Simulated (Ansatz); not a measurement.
Input:

MoRu:
```
MoRu
1.0
    2.74544     0.00000     0.00000
    0.00000     2.74544     0.00000
    0.00000     0.00000     3.80658
Ru Mo
1 1
Direct
  0.00000   0.00000   0.00000
  0.50000   0.50000   0.50000
```

This is the PBEsol-relaxed structure. Cartesian axes are those of the cell as given.

Task: All from the program Ansatz at the PBEsol level (PAW), unless another level is named. Estimate the Poisson's ratio.

Result: 0.31.

Task: Predict the elastic constants (relaxed ions, GPa).

Result: C11 = 531, C12 = 128, C13 = 244, C33 = 440, C44 = 166, C66 = 82.3.

Task: Next, the highest zone-centre frequency?

Result: 216 cm⁻¹.

Space group P4/mmm (L1₀ or tetragonal B2). The start of the workflow was typed in or built on a structure type; neither database checked (COD, Materials Project) lists it. Its standing as an ambient phase is unchecked. The PBEsol relaxation kept the symmetry of its start; whether a distortion lowers the energy is not shown. No spin polarisation was allowed. As this level gives no gap, shear constants depend on the k-mesh and smearing (Fermi–Dirac, 0.1 eV here). As this level gives no gap, phonon frequencies hold no LO–TO term and depend on the k-mesh and smearing (Fermi–Dirac, 0.1 eV here). On the denser mesh and wider smearing of the elastic run this cell carries a stress of 0.3 GPa.

Potentials: the earlier of the program's two PAW sets. The files were generated under PBE; for other functionals the program regenerates the frozen cores, and for LDA and PBEsol the local potential too.
